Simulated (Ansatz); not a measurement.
The start is a relaxed CdGeAs2 cell shaken by Gaussian noise of σ = 0.08 Å a coordinate. The structure is fully relaxed (lattice and positions, P = 0) with PBE (plane waves to 420 eV, PAW, scalar-relativistic; Ansatz, a program for electronic structure). First-step values are on the input's coarse k-mesh.

Ansatz input (later rounds restart from its end on a renewed k-mesh):
Ansatz 0.2 input:
```yaml
crystal:
  lattice:
    - [5.252103829, 0, 0]
    - [0, 5.252103829, 0]
    - [0, 0, 10.362592286]
  atoms:
    - { symbol: As, position: [0.5037283882, 0.5060747986, -0.0037537111] }
    - { symbol: As, position: [0.5078383684, 0.5021848608, 0.4998878956] }
    - { symbol: As, position: [0.5061882249, -0.0033249472, 0.0068193721] }
    - { symbol: As, position: [0.0020335413, 0.4811217954, 0.492818222] }
    - { symbol: Cd, position: [-0.0186511736, 0.4931878271, -0.0065373514] }
    - { symbol: Cd, position: [0.5247490262, -0.0211195878, 0.5044318104] }
    - { symbol: Ge, position: [0.481763751, 0.5176095995, 0.7493369674] }
    - { symbol: Ge, position: [0.4864054342, 0.5021179547, 0.2543828451] }
basis: { ecutwfc: 420, ecutrho_ratio: 4, xc_grid: 2, fft_grid_basis: typed }
kpoints: { mp_grid: { grid: [5, 5, 3] } }
hamiltonian:
  xc: pbe
  dispersion: none
  pseudopotentials: { kind: paw }
scf: { occupations: { method: fermi_dirac, width: 0.05 } }
relax: { f_tol: 0.01, max_steps: 100, cell: { stress_tol: 0.02 } }
output: { forces: true, stress: true }
```

| Quantity | Result |
|---|---|
| Largest initial force | 1.12 eV/Å, on Cd6 (atoms numbered as listed) |
| Energy released | 0.78 eV/atom |
| Volume change | -21.1 %, from 35.73 to 28.20 Å³/atom |
| Relative to the parent | It does not go back: it reaches P1 (No. 1), 0.78 eV/atom below the parent |
| Shortest distances (start → end) | The closest pairs of elements (up to four, under 3.6 Å), start → end: As–As 2.58 → 2.46 Å; As–Ge 2.55 → 2.48 Å; As–Cd 2.51 → 2.64 Å; Cd–Ge 3.52 → 2.63 Å |
| Band gap at the end | 0.29 eV, indirect (valence top at Y, conduction bottom at 20 % of the way from Γ to Z) (no spin-orbit coupling) |
| Optimiser moves | 85 |

The end point of the relaxation:

```xyz
8
Lattice="4.8140 0.0000 0.0000 -1.1598 5.4206 0.0000 -1.3918 -1.6580 8.6439" Properties=species:S:1:pos:R:3 pbc="T T T"
As     3.5127     2.5692     1.7561
As    -0.1507     0.0652     5.0084
As     1.4568     0.5248     8.0683
As     1.3888     1.9703     4.7745
Cd    -0.1629     3.5172     7.1439
Cd     1.0647     3.6283     2.4163
Ge     2.9265     0.6389     3.2244
Ge     3.1809     1.4235     6.5281
```

Final values are on a 7×6×4 k-mesh of the relaxed cell. No spin polarisation in the result.

The relaxed structure here is a generated cell of CdGeAs2: the first start was made by a random draw of sites in a space group, and the end was not matched to a known phase here, so it may be hypothetical.
